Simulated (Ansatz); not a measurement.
ScCu: levels along high-symmetry lines

```yaml
crystal:
  lattice:
    - [3.25600, 0.00000, 0.00000]
    - [0.00000, 3.25600, 0.00000]
    - [0.00000, 0.00000, 3.25600]
  atoms:
    - { symbol: Sc, position: [0.50000, 0.50000, 0.50000] }
    - { symbol: Cu, position: [0.00000, 0.00000, 0.00000] }
```

Atom numbers follow the list: Sc1, Cu2.

The cell comes from COD entry 1523972, which wasn't checked; take it as a given geometry.

Level of theory: Ansatz 0.2.0, DFT, LDA, all-electron LAPW, scalar-relativistic.

Numerical set-up: a Γ-centred 11×11×11 k mesh, Fermi–Dirac smearing of 0.05 eV, basis error target 0.5 meV/atom, no spin polarisation.

Points in fractions of the reciprocal vectors of this cell: Γ (0, 0, 0), X (0, 0.5, 0), M (0.5, 0.5, 0), R (0.5, 0.5, 0.5). The path joins them by straight lines in the order Γ–X–M–Γ–R–X–R–M; legs that retrace an earlier one aren't tabulated. Energies are in eV from the Fermi level.

List the levels at X between -8 and 1 eV.

-4.30, -3.43, -3.25, -3.10 (×2), -2.90, -2.09, 0.26.

List the levels at M between -8 and 1 eV.

-4.20, -3.93, -3.32 (×2), -2.65, -1.82, 0.20 (×2), 0.87.

List the levels at Γ between -8 and 1 eV.

-7.07, -3.84 (×2), -3.00 (×3), 0.50 (×2).

What is the band gap?

none: bands cross the Fermi level, a metal.
